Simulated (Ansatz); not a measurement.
Sn3O4:
```xyz
14
Lattice="8.4616 0.0000 0.0000 0.0000 8.8461 0.0000 0.0000 0.0000 3.2844" Properties=species:S:1:pos:R:3 pbc="T T T"
Sn     1.3887     1.3540     1.6422
Sn     7.0728     7.4922     1.6422
Sn     2.8421     5.7771     1.6422
Sn     5.6195     3.0691     1.6422
Sn     0.0000     4.4231     0.0000
Sn     4.2308     0.0000     0.0000
O      7.0414     2.8957     0.0000
O      1.4202     5.9504     0.0000
O      5.6510     7.3188     0.0000
O      2.8106     1.5274     0.0000
O      5.2885     0.8689     1.6422
O      3.1730     7.9772     1.6422
O      7.4038     5.2920     1.6422
O      1.0577     3.5541     1.6422
```

Relaxed with PBE. Special points in fractions of this cell's reciprocal vectors: Γ (0.000, 0.000, 0.000); X (0.500, 0.000, 0.000); S (0.500, 0.500, 0.000); Y (0.000, 0.500, 0.000); Z (0.000, 0.000, 0.500); U (0.500, 0.000, 0.500); R (0.500, 0.500, 0.500); T (0.000, 0.500, 0.500).

Task: List the band energies nearest the valence-band maximum at these points for PBE in the plane-wave PAW code Ansatz.

Result: In eV from the valence-band maximum; about four levels below and three above (degenerate sets whole), none deeper than 8.9 eV; points with the same levels are listed once.

```csv
k,below,above
Γ,-2.23 -1.56 -1.02 -0.75,1.03 1.97 3.02
X,-1.86 -1.86 -1.12 -1.12,1.61 1.61 3.09 3.09
S,-1.72 -1.72 -1.39 -1.39,1.95 1.95 2.68 2.68
Y,-1.90 -1.90 -0.96 -0.96,1.58 1.58 2.98 2.98
Z,-1.32 -1.03 -0.63 0.00,1.39 1.77 1.87
U,-1.42 -1.42 -0.15 -0.15,1.50 1.50 2.36 2.36
R,-1.43 -1.43 -0.17 -0.17,1.50 1.50 2.32 2.32
T,-1.25 -1.25 -0.34 -0.34,1.47 1.47 2.46 2.46
```

Space group Pbam. The start of the workflow was typed in or built on a structure type; neither database checked (COD, Materials Project) lists it. Whether it is the stable phase at ambient conditions was not checked. The cell was relaxed with PBE under the symmetry of its start; its stability against distortions is not shown here. The volume moved by 42 % from the start of the relaxation. Scalar-relativistic: spin–orbit coupling is off unless named, which matters more the heavier the elements.

Potentials: the earlier of the program's two PAW sets.
